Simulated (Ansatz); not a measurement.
CsPbI2Br (P4/mmm) from a database of computed structures, relaxed with r2SCAN in Ansatz. The symmetry is P4/mmm (No. 123, tetragonal); conventional cell a = 6.365 Å, c = 5.924 Å, 48.00 Å³ an atom. Cs is surrounded by 8 I at 4.35 Å; Pb is surrounded by 2 Br at 2.96 Å and 4 I at 3.18 Å; I is surrounded by 2 Pb at 3.18 Å and 4 Cs at 4.35 Å; Br is surrounded by 2 Pb at 2.96 Å.

The axes x, y and z are those of this cell:
```
Cs Pb I Br
1.0
     6.36512    0.00000    0.00000
     0.00000    6.36512    0.00000
     0.00000    0.00000    5.92424
Cs Pb I Br
1 1 2 1
Direct
  0.50000 0.50000 0.50000
  0.00000 0.00000 0.00000
  0.00000 0.50000 0.00000
  0.50000 0.00000 0.00000
  0.00000 0.00000 0.50000
```

Unstrained: With r2SCAN the gap is 1.746 eV and direct, at A. The HSE06 gap is direct at A: 2.014 eV. Meshes: r2SCAN 4×4×4, HSE06 2×2×4. Strains are changes of length per length, and xy shears are angles. After each strain the atoms were relaxed again with r2SCAN in this cell and within any symmetry left, so distortions that break it or need a larger cell weren't tested; points keep the names that they have in the unstrained zone. Spin-unpolarised throughout; all numbers are computed.

(1) Estimate what biaxial +0.4 % in x and y, z held does to the gap.

(2) Estimate what isotropic +5.56 % on every length does to the gap.

(3) Apply xy shear, engineering strain (angle) -3.77 %. How far does the gap move, against the unstrained cell?

(4) Order the strained cells by their HSE06 gap, smallest first.
A. isotropic +5.56 % on every length
B. xy shear, engineering strain (angle) -3.77 %
C. biaxial +0.4 % in x and y, z held

## Answers

(1) r2SCAN: the gap goes from 1.746 to 1.766 eV (+0.020 eV). HSE06: the gap goes from 2.014 to 2.034 eV (+0.020 eV). The r2SCAN energy rises by 0.2 meV an atom.

(2) r2SCAN: the gap goes from 1.746 to 2.164 eV (+0.419 eV). HSE06: the gap goes from 2.014 to 2.441 eV (+0.427 eV). The r2SCAN energy rises by 61.1 meV an atom.

(3) r2SCAN: the gap goes from 1.746 to 1.703 eV (-0.043 eV). HSE06: the gap goes from 2.014 to 1.974 eV (-0.040 eV). The r2SCAN energy rises by 0.8 meV an atom.

(4) B (1.97 eV), C (2.03 eV), A (2.44 eV).

Spin-orbit coupling is left out; in compounds of Pb, Bi, Tl or Hg it can lower a gap by up to about 1 eV, split its edges or invert the bands.

The meshes of the hybrids are coarse, so their gaps aren't converged to the digits shown.
